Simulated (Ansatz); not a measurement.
Cu (fcc, Cu type)

Space group Fm-3m (No. 225); a = b = c = 3.5638 Å, α = β = γ = 90.00°

```csv
atom,site,symmetry,x,y,z
Cu,4a,m-3m,0.0000,0.0000,0.0000
```
(The calculation used a cell of 1 atom; values per cell refer to that cell.)

E(V) scan at fixed shape, V₀ the volume above. Symmetry pins the atoms to their sites.

The numbers are results of PBEsol (plane waves to 420 eV, PAW, scalar-relativistic; Ansatz, a first-principles code), not measurements. k mesh 23×23×23 (Γ-centred), Fermi-Dirac smearing 0.05 eV. E stands for the smeared free energy. Stress and pressure are positive under compression. Cu is run without spin polarisation. Cu was relaxed with its symmetry unable to fall. The zero of ΔE is the relaxed starting cell.

### Question
Estimate the ΔE (kJ/mol of atoms) and P (GPa) for V/V₀ = 0.900, 0.925, 0.950, 0.975, 1.025, 1.050, 1.075, 1.100.

### Answer
| V/V₀ | ΔE (kJ/mol of atoms) | P (GPa) |
|---|---|---|
| 0.900 | 7.0 | 22.9 |
| 0.925 | 3.7 | 15.8 |
| 0.950 | 1.6 | 9.7 |
| 0.975 | 0.4 | 4.5 |
| 1.025 | 0.4 | -4.0 |
| 1.050 | 1.3 | -7.3 |
| 1.075 | 2.8 | -10.2 |
| 1.100 | 4.8 | -12.7 |

(A scan under strain: stresses follow from slopes of the energy per volume, elastic moduli from its curvatures.)
